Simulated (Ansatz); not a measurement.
CaZn₂Ge₂:
Space group I4/mmm (No. 139); a = b = 4.218 Å, c = 10.588 Å, α = β = γ = 90.00°

```tsv
atom	site	symmetry	x	y	z
Ge	4e	4mm	0.0000	0.0000	0.3829
Ca	2a	4/mmm	0.0000	0.0000	0.0000
Zn	4d	-4m2	0.0000	0.5000	0.2500
```
(The calculation used a cell of 5 atoms; values per cell refer to that cell.)

Relaxed with PBEsol.

Q: Which orbitals make up the states near the Fermi level in plane-wave PAW PBEsol (Ansatz code)?

A: Within 0.5 eV of the Fermi level: Ge 4p 43 %, Ge 4s 10 %, Zn 4s 10 %, outside the projected shells 30 %. Projections are on Löwdin-orthogonalised atomic valence shells; empty p or d shells of many metals are not among them.

Q: Tabulate the density of states.

A: States/eV per cell of 5 atoms, in 0.25 eV bins, energy from the Fermi level.

| E (eV) | total | Zn 3d | Ge 4p | Zn 4s |
|---|---|---|---|---|
| -7.85 | 39.56 | 38.49 | 0.65 | 0.19 |
| -7.60 | 15.02 | 14.24 | 0.27 | 0.15 |
| -7.35 | 2.52 | 1.81 | 0.22 | 0.13 |
| -7.10 | 1.58 | 0.89 | 0.18 | 0.08 |
| -6.85 | 0.83 | 0.41 | 0.08 | 0.03 |
| -6.60 | 0.21 | 0.09 | 0.01 | 0.00 |
| -6.35 | 0.05 | 0.00 | 0.03 | 0.01 |
| -6.10 | 0.55 | 0.03 | 0.35 | 0.10 |
| -5.85 | 1.31 | 0.08 | 0.81 | 0.27 |
| -5.60 | 2.41 | 0.21 | 1.43 | 0.56 |
| -5.35 | 1.54 | 0.14 | 0.87 | 0.40 |
| -5.10 | 1.13 | 0.10 | 0.61 | 0.30 |
| -4.85 | 1.41 | 0.12 | 0.75 | 0.28 |
| -4.60 | 1.74 | 0.12 | 0.94 | 0.30 |
| -4.35 | 1.71 | 0.09 | 0.99 | 0.27 |
| -4.10 | 1.62 | 0.07 | 1.03 | 0.18 |
| -3.85 | 1.53 | 0.06 | 1.02 | 0.14 |
| -3.60 | 1.39 | 0.05 | 0.94 | 0.12 |
| -3.35 | 1.59 | 0.05 | 1.16 | 0.10 |
| -3.10 | 2.11 | 0.06 | 1.60 | 0.11 |
| -2.85 | 2.34 | 0.07 | 1.79 | 0.11 |
| -2.60 | 2.64 | 0.07 | 2.04 | 0.10 |
| -2.35 | 2.60 | 0.07 | 2.03 | 0.08 |
| -2.10 | 2.24 | 0.06 | 1.74 | 0.06 |
| -1.85 | 2.00 | 0.06 | 1.54 | 0.05 |
| -1.60 | 1.58 | 0.05 | 1.19 | 0.05 |
| -1.35 | 1.27 | 0.04 | 0.95 | 0.04 |
| -1.10 | 1.10 | 0.03 | 0.80 | 0.05 |
| -0.85 | 1.06 | 0.03 | 0.72 | 0.08 |
| -0.60 | 1.03 | 0.03 | 0.64 | 0.10 |
| -0.35 | 0.98 | 0.02 | 0.55 | 0.09 |
| -0.10 | 1.30 | 0.02 | 0.61 | 0.14 |
| 0.15 | 2.03 | 0.02 | 0.77 | 0.20 |
| 0.40 | 1.90 | 0.02 | 0.70 | 0.20 |
| 0.65 | 1.64 | 0.02 | 0.57 | 0.20 |
| 0.90 | 1.67 | 0.02 | 0.51 | 0.27 |
| 1.15 | 1.91 | 0.02 | 0.46 | 0.39 |
| 1.40 | 2.22 | 0.02 | 0.45 | 0.46 |
| 1.65 | 3.05 | 0.02 | 0.56 | 0.57 |
| 1.90 | 3.60 | 0.02 | 0.51 | 0.51 |
| 2.15 | 3.68 | 0.02 | 0.48 | 0.42 |
| 2.40 | 2.89 | 0.01 | 0.36 | 0.30 |
| 2.65 | 3.42 | 0.01 | 0.41 | 0.31 |
| 2.90 | 4.04 | 0.01 | 0.42 | 0.27 |
| 3.15 | 4.00 | 0.01 | 0.44 | 0.24 |
| 3.40 | 4.83 | 0.01 | 0.51 | 0.25 |
| 3.65 | 6.84 | 0.01 | 0.59 | 0.27 |
| 3.90 | 5.88 | 0.01 | 0.60 | 0.20 |

The workflow started from an entry of the Crystallography Open Database (COD). Its standing as an ambient phase is unchecked. The PBEsol relaxation kept the symmetry of its start. At this level the phase is dynamically unstable (imaginary phonons). Spin–orbit coupling is left out wherever it is not named.

Potentials: the later of the program's two PAW sets.
